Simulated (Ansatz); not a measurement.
Here is the system:

BaTe:
```cif
data_Ba4Te4
_chemical_formula_sum 'Ba4 Te4'
_space_group_name_H-M_alt 'Fm-3m'
_space_group_IT_number 225
_space_group_name_Hall '-F 4 2 3'
_cell_length_a 6.94151
_cell_length_b 6.94151
_cell_length_c 6.94151
_cell_angle_alpha 90.000
_cell_angle_beta 90.000
_cell_angle_gamma 90.000
loop_
_atom_site_label
_atom_site_type_symbol
_atom_site_symmetry_multiplicity
_atom_site_Wyckoff_symbol
_atom_site_fract_x
_atom_site_fract_y
_atom_site_fract_z
_atom_site_occupancy
Ba1 Ba 4 a 0.00000 0.00000 0.00000 1
Te1 Te 4 b 0.50000 0.50000 0.50000 1
```
(The calculation used a cell of 2 atoms; values per cell refer to that cell.)

This is the PBEsol-relaxed structure.

Task: All from the program Ansatz at the PBEsol level (PAW), unless another level is named. Estimate the hole effective mass with spin–orbit coupling, band 2 of 2 at the edge.

Result: 0.18 along [100], 0.22 along [110], 0.24 along [111] (mₑ).

Task: Next, the band gap?

Result: 1.46 eV (indirect).

Task: Next, the formation energy from the elements (no fitted shifts)?

Result: -1.79 eV/atom.

Task: Give the hole effective mass, band 2 of 3 at the edge.

Result: 1.2 along [100], 0.42 along [110], 0.54 along [111] (mₑ).

The cell was relaxed with PBEsol under the symmetry of its start. The references are the lowest solids computed at this level, not always the standard phases. Scalar-relativistic: spin–orbit coupling is off unless named, which matters more the heavier the elements.

Potentials: the later of the program's two PAW sets.
